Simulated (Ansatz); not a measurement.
La4MgTi3O12 — electrostatic potentials at the O nuclei

Cell: a computed structure from the Materials Project (it need not be an observed phase), atoms as given.

Space group R-3:H (No. 148); a = 5.6561, c = 27.6417 Å, γ = 120.00°.

| site | Wyckoff | site symmetry | x | y | z |
| --- | --- | --- | --- | --- | --- |
| La1 | 6c | 3. | 0.0000 | 0.0000 | 0.1338 |
| La3 | 6c | 3. | 0.0000 | 0.0000 | 0.2790 |
| Mg | 3b | -3. | 0.0000 | 0.0000 | 0.5000 |
| Ti6 | 3a | -3. | 0.0000 | 0.0000 | 0.0000 |
| Ti7 | 6c | 3. | 0.0000 | 0.0000 | 0.4072 |
| O9 | 18f | 1 | 0.0851 | 0.3283 | 0.4560 |
| O15 | 18f | 1 | 0.0959 | 0.3330 | 0.6263 |

One atom of each set is listed; the run and its k-mesh use a cell of 20 atoms with edges of 9.78, 9.78, 9.78 Å.

Level of theory: DFT, r2SCAN, plane waves and PAW, scalar-relativistic, 500 eV cutoff, Γ-centred 7×7×7 k-points, Fermi–Dirac smearing 0.05 eV (Ansatz 0.2.0).

The potential at a nucleus is that of all electrons and the other nuclei. A higher potential binds the core electrons more strongly, so differences between sites of one element are the initial-state part of core-level shifts.

(1) Rank the O sites by the potential at the nucleus, lowest first, and give each against the lowest.
A. O15: 2 Ti at 1.92–2.02 Å, angle 156°; also 3 La at 2.46–3.11 Å
B. O9: 1 Mg at 2.07 Å, 1 Ti at 2.15 Å, 1 La at 2.40 Å; also 3 La at 2.55–3.29 Å

Answers

(1) B (0.00 V), A (0.45 V).

The largest force is 0.3 eV/Å, so the atoms aren't at the calculated equilibrium and relaxing them would move these values.
